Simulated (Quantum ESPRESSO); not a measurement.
Mg2Pt3Zr2Ta, input and log of a self-consistent run

A calculation, not a measurement. The program is pw.x of Quantum ESPRESSO 7.5 (plane-wave density functional theory). The cell is made up: eight metal atoms on a face-centred cubic lattice, with elements, volume, strain and displacements drawn at random and not relaxed, so it may be unstable or far from any real phase. PseudoDojo standard norm-conserving files set the functional (PBE unless stated); there is no spin polarisation or spin-orbit coupling, the Fermi-Dirac width of 0.25 eV means electrons at about 2900 K, and the masses in the input are unused placeholders. Heavy elements are run without spin-orbit coupling, which real alloys of them have. A spin test at this wide smearing found no moment, but such smearing suppresses magnetism that the real alloy may have.

Input:

```
&control calculation='scf', pseudo_dir='./dojo.nc.sr.pbe.v0_5.standard.upf', outdir='./o', disk_io='minimal', tprnfor=.true., tstress=.true. /
&system ibrav=0, nat=8, ntyp=4, nbnd=72, ecutwfc=84.00895049, nosym=.true., tot_charge=0,
 occupations='smearing', smearing='fd', degauss=0.0183746611
/
&electrons conv_thr=1.470e-08, electron_maxstep=70, mixing_beta=0.5 /
ATOMIC_SPECIES
Mg 1.0 Mg.upf
Pt 1.0 Pt.upf
Ta 1.0 Ta.upf
Zr 1.0 Zr.upf
CELL_PARAMETERS angstrom
2.1197 4.1713 2.0731
0.0763 4.2209 -4.3217
-4.2519 4.1666 0.0219
ATOMIC_POSITIONS angstrom
Mg -0.1253 -0.0713 0.1292
Pt -2.0919 2.0629 0.1307
Pt -0.0329 2.0372 -2.2753
Zr -2.0802 4.2544 -2.141
Mg 0.0557 4.242 -0.1071
Ta -2.0067 6.2223 -0.0938
Zr 0.0668 6.4717 -2.1834
Pt -2.1924 8.323 -2.3466
K_POINTS automatic
5 5 5 1 1 1
```

The log is shortened where brackets say so; the opening notice, blank lines, dates and the lines on written files are dropped, and the path of the files is cut. It prints rydbergs, bohrs and kilobars, and counts compression as positive stress. Its total energy is the free energy E - TS of the whole cell.

```
     Program PWSCF v.7.5
     Parallel version (MPI & OpenMP), running on       4 processor cores
     Number of MPI processes:                 4
     Threads/MPI process:                     1
     [start-up lines left out]
     bravais-lattice index     =            0
     lattice parameter (alat)  =       9.6710  a.u.
     unit-cell volume          =    1031.6320 (a.u.)^3
     number of atoms/cell      =            8
     number of atomic types    =            4
     number of electrons       =       111.00
     number of Kohn-Sham states=           72
     kinetic-energy cutoff     =      84.0090  Ry
     charge density cutoff     =     336.0358  Ry
     scf convergence threshold =      1.5E-08
     mixing beta               =       0.5000
     number of iterations used =            8  plain     mixing
     Exchange-correlation= PBE
                           (   1   4   3   4   0   0   0)
     [axes and pseudopotential details left out]
   Cartesian axes
     site n.     atom                  positions (alat units)
         1        Mg     tau(   1) = (  -0.0244838  -0.0139321   0.0252458  )
         2        Pt     tau(   2) = (  -0.4087597   0.4030931   0.0255389  )
         3        Pt     tau(   3) = (  -0.0064287   0.3980713  -0.4445963  )
         4        Zr     tau(   4) = (  -0.4064735   0.8313147  -0.4183539  )
         5        Mg     tau(   5) = (   0.0108838   0.8288917  -0.0209275  )
         6        Ta     tau(   6) = (  -0.3921115   1.2158447  -0.0183286  )
         7        Zr     tau(   7) = (   0.0130528   1.2645777  -0.4266389  )
         8        Pt     tau(   8) = (  -0.4283975   1.6263239  -0.4585284  )
     number of k points=    63  Fermi-Dirac smearing, width (Ry)=  0.0184
                       cart. coord. in units 2pi/alat
        k(    1) = (  -0.0004412   0.1223702   0.0010901), wk =   0.0320000
        k(    2) = (  -0.1797262   0.1847636   0.0588629), wk =   0.0320000
     [further k points left out]
     Dense  grid:   107333 G-vectors     FFT dimensions: (  60,  72,  72)
     Estimated max dynamical RAM per process >     437.41 MB
     Estimated total dynamical RAM >       1.63 GB
     Initial potential from superposition of free atoms
     starting charge     110.9923, renormalised to     111.0000
     Starting wfcs are   70 randomized atomic wfcs +    2 random wfcs
     total cpu time spent up to now is        6.9 secs
     per-process dynamical memory:   346.9 Mb
     Self-consistent Calculation
     iteration #  1     ecut=    84.01 Ry     beta= 0.50
     Davidson diagonalization with overlap
     ethr =  1.00E-02,  avg # of iterations =  3.0
     total cpu time spent up to now is       25.2 secs
     total energy              =   -1352.14922571 Ry
     estimated scf accuracy    <       3.16711671 Ry
     iteration #  2     ecut=    84.01 Ry     beta= 0.50
     Davidson diagonalization with overlap
     ethr =  2.85E-03,  avg # of iterations =  3.0
     total cpu time spent up to now is       44.5 secs
     total energy              =   -1353.03152838 Ry
     estimated scf accuracy    <      11.84726842 Ry
     iteration #  3     ecut=    84.01 Ry     beta= 0.50
     Davidson diagonalization with overlap
     ethr =  2.85E-03,  avg # of iterations =  2.0
     total cpu time spent up to now is       63.8 secs
     total energy              =   -1353.95926515 Ry
     estimated scf accuracy    <       0.82490096 Ry
     iteration #  4     ecut=    84.01 Ry     beta= 0.50
     Davidson diagonalization with overlap
     ethr =  7.43E-04,  avg # of iterations =  2.1
     total cpu time spent up to now is       81.5 secs
     total energy              =   -1353.94432293 Ry
     estimated scf accuracy    <       0.29690932 Ry
     iteration #  5     ecut=    84.01 Ry     beta= 0.50
     Davidson diagonalization with overlap
     ethr =  2.67E-04,  avg # of iterations =  3.2
     total cpu time spent up to now is      100.1 secs
     total energy              =   -1353.98948487 Ry
     estimated scf accuracy    <       0.02897212 Ry
     [iterations 6 to 11 left out]
     iteration # 12     ecut=    84.01 Ry     beta= 0.50
     Davidson diagonalization with overlap
     ethr =  4.81E-09,  avg # of iterations =  1.0
     total cpu time spent up to now is      226.0 secs
     total energy              =   -1353.98937060 Ry
     estimated scf accuracy    <       0.00000085 Ry
     iteration # 13     ecut=    84.01 Ry     beta= 0.50
     Davidson diagonalization with overlap
     ethr =  7.63E-10,  avg # of iterations =  2.0
     total cpu time spent up to now is      244.6 secs
     total energy              =   -1353.98937075 Ry
     estimated scf accuracy    <       0.00000050 Ry
     iteration # 14     ecut=    84.01 Ry     beta= 0.50
     Davidson diagonalization with overlap
     ethr =  4.51E-10,  avg # of iterations =  1.3
     total cpu time spent up to now is      261.4 secs
     total energy              =   -1353.98937080 Ry
     estimated scf accuracy    <       0.00000016 Ry
     iteration # 15     ecut=    84.01 Ry     beta= 0.50
     Davidson diagonalization with overlap
     ethr =  1.41E-10,  avg # of iterations =  1.6
     total cpu time spent up to now is      278.4 secs
     total energy              =   -1353.98937082 Ry
     estimated scf accuracy    <       0.00000002 Ry
     iteration # 16     ecut=    84.01 Ry     beta= 0.50
     Davidson diagonalization with overlap
     ethr =  1.63E-11,  avg # of iterations =  1.9
     total cpu time spent up to now is      295.5 secs
     End of self-consistent calculation
     [lines on levels left out]
!    total energy              =   -1353.98937082 Ry
     estimated scf accuracy    <          1.2E-09 Ry
     smearing contrib. (-TS)   =      -0.10916748 Ry
     internal energy E=F+TS    =   -1353.88020334 Ry
     The total energy is F=E-TS. E is the sum of the following terms:
     one-electron contribution =    -497.36217737 Ry
     hartree contribution      =     285.61904899 Ry
     xc contribution           =    -243.90262573 Ry
     ewald contribution        =    -898.23444922 Ry
     convergence has been achieved in  16 iterations
     Forces acting on atoms (cartesian axes, Ry/au):
     atom    1 type  1   force =     0.07008627    0.03341224   -0.02616802
     atom    2 type  2   force =    -0.00946444   -0.01091999   -0.02786507
     atom    3 type  2   force =     0.00936636    0.01245475    0.02107825
     atom    4 type  4   force =    -0.05291964   -0.00334340    0.01469674
     atom    5 type  1   force =     0.02602135   -0.01302572    0.00494661
     atom    6 type  3   force =    -0.02284612    0.01421088    0.01277701
     atom    7 type  4   force =    -0.03008601   -0.05046878   -0.01240853
     atom    8 type  2   force =     0.00984222    0.01768002    0.01294302
     Total force =     0.131738     Total SCF correction =     0.000128
     Computing stress (Cartesian axis) and pressure
          total   stress  (Ry/bohr**3)                   (kbar)     P=      -39.26
  -0.00025504   0.00016707  -0.00000899          -37.52       24.58       -1.32
   0.00016707  -0.00017536   0.00020019           24.58      -25.80       29.45
  -0.00000899   0.00020019  -0.00037021           -1.32       29.45      -54.46
     init_run     :      6.24s CPU      6.54s WALL (       1 calls)
     electrons    :    282.84s CPU    288.69s WALL (       1 calls)
     forces       :      2.49s CPU      2.50s WALL (       1 calls)
     stress       :      8.69s CPU      8.69s WALL (       1 calls)
     [timing details left out]
     PWSCF        :   5m 0.58s CPU   5m 6.76s WALL
     JOB DONE.
```

In other units: free energy -18421.964 eV for the cell, pressure -3.93 GPa, largest force component 1.802 eV/Å in size. The run took 308 s of wall time with four MPI processes on a shared machine (Intel Xeon, 2023 or later, virtual cores), so the time is rough. A rerun of this cell at a higher cutoff and on a denser mesh moved values by no more than 0.003 eV in energy, 0.02 GPa in stress and 0.003 eV/Å in force, and a second program with other atomic files agreed on that cell to 2 % rms in force and 0.5 GPa in pressure.